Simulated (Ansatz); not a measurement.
rocksalt-structured PtSe

Computed with Ansatz (plane waves, PAW, 420 eV cutoff): PBEsol, scalar-relativistic, collinear spin, 10×10×10 k-mesh, Gaussian smearing of 0.05 eV; PAW files: Ansatz's generated set soft_2.

```cif
data_structure
_symmetry_space_group_name_H-M 'Fm-3m'
_symmetry_Int_Tables_number 225
_cell_length_a 5.2118
_cell_length_b 5.2118
_cell_length_c 5.2118
_cell_angle_alpha 90.000
_cell_angle_beta 90.000
_cell_angle_gamma 90.000
_cell_volume 141.57
loop_
_atom_site_label
_atom_site_type_symbol
_atom_site_symmetry_multiplicity
_atom_site_Wyckoff_symbol
_atom_site_fract_x
_atom_site_fract_y
_atom_site_fract_z
_atom_site_occupancy
Pt1 Pt 4 b 0.50000 0.00000 0.00000 1
Se1 Se 4 a 0.00000 0.00000 0.00000 1
```

The cell came from substitution into a structure type; whether the compound takes it is for experiment to say.

Magnetic state: non-magnetic, site spin moments none.

Which orbitals carry the states at the Fermi level, and how many states are there?

Within 0.1 eV of it: Pt 5d 49 %, Se 4p 43 % (shares among the projected shells). The density of states at the Fermi level is about 1 states/eV per cell, averaged over 0.3 eV.

Density of states (tetrahedra, averaged over 0.5 eV; states/eV per cell of 2 atoms; energy in eV from the Fermi level; projections on Löwdin-orthogonalised atomic orbitals, summed over sites):

```
    E  total  Pt 5d up  Pt 5d down  Se 4p  Pt 6s  Se 4s
-5.60    3.4       0.8         0.8    1.7    0.0    0.0
-5.10    2.6       0.7         0.7    1.2    0.0    0.0
-4.60    1.4       0.4         0.4    0.6    0.0    0.0
-4.10    0.7       0.2         0.2    0.3    0.0    0.0
-3.60    0.4       0.1         0.1    0.1    0.0    0.0
-3.10    1.7       0.7         0.7    0.2    0.0    0.0
-2.60    3.1       1.4         1.4    0.1    0.0    0.0
-2.10    3.4       1.6         1.6    0.1    0.1    0.0
-1.60    4.0       1.5         1.5    0.4    0.4    0.1
-1.10    1.4       0.4         0.4    0.4    0.1    0.0
-0.60    1.4       0.4         0.4    0.6    0.0    0.0
-0.10    1.1       0.3         0.3    0.4    0.0    0.0
 0.40    0.9       0.2         0.2    0.4    0.1    0.0
 0.90    0.9       0.2         0.2    0.4    0.1    0.0
 1.40    0.8       0.1         0.1    0.4    0.1    0.0
 1.90    0.7       0.1         0.1    0.3    0.1    0.0
 2.40    0.7       0.1         0.1    0.3    0.1    0.0
 2.90    0.4       0.0         0.0    0.2    0.1    0.0
 3.40    0.3       0.0         0.0    0.1    0.1    0.0
 3.90    0.5       0.0         0.0    0.1    0.2    0.0
 4.40    0.9       0.0         0.0    0.2    0.2    0.0
 4.90    1.1       0.0         0.0    0.2    0.3    0.0
```

Spin–orbit coupling, which matters for such heavy elements, is left out. The starting moments died out; a magnetic state reached from other starts isn't excluded.
